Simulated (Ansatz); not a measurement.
The slice is one period of a {100} plane through atoms; its size isn't given.

All values below come from PBEsol (plane waves to 420 eV, PAW, scalar-relativistic; Ansatz, a program for electronic structure). Near the nuclei the fields are pseudised (PAW); where an atom keeps semicore shells as valence, they peak there.

```
|@@@@@@%%##**==--::..          ..::--==**##%%@@@@|
|@@@@@@%%##++==--::..          ..::--==++##%%@@@@|
|@@%%%%##**++==--::..............::--==++**##%%%%|
|######**++==----::::::::::::::::::----==++**####|
|****++++==----------==========----------==++++**|
|========--------==++++******++++==--------======|
|--------------==++**####%%####**++==------------|
|::::::::::--==++##%%%%@@@@@@%%%%##++==--::::::::|
|........::--++**%%@@@@@@@@@@@@@@%%**++--::......|
|      ..::==++##%%@@@@@@@@@@@@@@%%##++==::..    |
|      ..::==**##@@@@@@@@@@@@@@@@@@##**==::..    |
|      ..::==**%%@@@@@@@@@@@@@@@@@@%%**==::..    |
|      ..::==**##@@@@@@@@@@@@@@@@@@##**==::..    |
|      ..::==++##%%@@@@@@@@@@@@@@%%##++==::..    |
|........::--++**%%@@@@@@@@@@@@@@%%**++--::......|
|::::::::::--==++##%%%%@@@@@@%%%%##++==--::::::::|
|--------------==++**####%%####**++==------------|
|========--------==++++******++++==--------======|
|****++++==----------==========----------==++++**|
|######**++==----::::::::::::::::::----==++**####|
|@@%%%%##**++==--::..............::--==++**##%%%%|
|@@@@@@%%##++==--::..          ..::--==++##%%@@@@|
|@@@@@@%%##**==--::..          ..::--==**##%%@@@@|
|@@@@@@@@##**==--::..          ..::--==**##@@@@@@|
```
Scale: ten equal steps from -0.97 (start of ' ') to 0.57 (end of '@'), in the order ' .:-=+*#%@'. Values: log₁₀ of the valence density in e/Å³. The map has 24 points along u (two characters each, u = 0 at the left) and 24 along v (v = 0 in the bottom row). The scale is logarithmic, as a density can span decades between atoms and voids.

```
|xxxx@@@#+-.   .-+#@@@xxx|
|xxx%@@%*=.     .=*%@@%xx|
|xx%@@%#=:       :=#%@@%x|
|@@@@%#=:   ...   :=#%@@@|
|@@@%#=:...-===-...:=#%@@|
|@@%#=:..-+#%%%#+-..:=#%@|
|%#*=:..-*%@@@@@%*-..:=*#|
|*+=: .-*%@@@@@@@%*-. :=+|
|--.  .+%@@@xxx@@@%+.  .-|
|..   -#@@@xxxxx@@@#-   .|
|    .=%@@xxxxxxx@@%=.   |
|    .=%@@xxxxxxx@@%=.   |
|    .=%@@xxxxxxx@@%=.   |
|..   -#@@@xxxxx@@@#-   .|
|--.  .+%@@@xxx@@@%+.  .-|
|*+=: .-*%@@@@@@@%*-. :=+|
|%#*=:..-*%@@@@@%*-..:=*#|
|@@%#=:..-+#%%%#+-..:=#%@|
|@@@%#=:...-===-...:=#%@@|
|@@@@%#=:   ...   :=#%@@@|
|xx%@@%#=:       :=#%@@%x|
|xxx%@@%*=.     .=*%@@%xx|
|xxxx@@@#+-.   .-+#@@@xxx|
|xxxx@@@%*-.   .-*%@@@xxx|
```
Scale: ten equal steps from 0.06 (start of ' ') to 0.86 (end of '@'), in the order ' .:-=+*#%@'. Values: electron localisation function (ELF). The map has 24 points along u (one character each, u = 0 at the left) and 24 along v (v = 0 in the bottom row). Points within 0.5 Å of a nucleus are blanked (x), as the pseudised field means little there.

### Question
Which relaxed crystal do these maps come from?
A) MgSe (rock salt)
B) YN (rock salt)
C) TaN (rock salt)

### Answer
B, YN (rock salt). Atoms on the slice: N at (0.00, 0.00); Y at (0.50, 0.50)

All were relaxed with their symmetry unable to fall. Spin-orbit coupling is left out. TaN is run without spin polarisation. This is a high-temperature form of TaN. YN is run without spin polarisation.
